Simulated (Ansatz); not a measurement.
Q: Each is relaxed and computed with DFT-PBEsol in the program Ansatz with PAW potentials. Which is the only metal?
A. Si2Rh3, La2O3 or Ni2Al3 type
B. SiGe, wurtzite
C. SiBi2O5, Cmc2_1 (Pearson symbol oS32)
D. SiO2, P4_12_12 (Si on 4a, O on 8b)

A: A, Si2Rh3, La2O3 or Ni2Al3 type. Si2Rh3: metal; SiGe: gap 0.35 eV (indirect); SiO2: gap 5.57 eV (direct); SiBi2O5: gap 2.70 eV. Standing as an ambient phase not checked: Si2Rh3, La2O3 or Ni2Al3 type; SiGe, wurtzite; SiBi2O5, Cmc2_1 (Pearson symbol oS32). All cells were relaxed under the symmetry of their starts (and spin orders); stability against distortions was not tested throughout. Rows with no word on spin ran without spin polarisation. Spin–orbit coupling is left out wherever it is not named.

Potentials: the later of the program's two PAW sets.
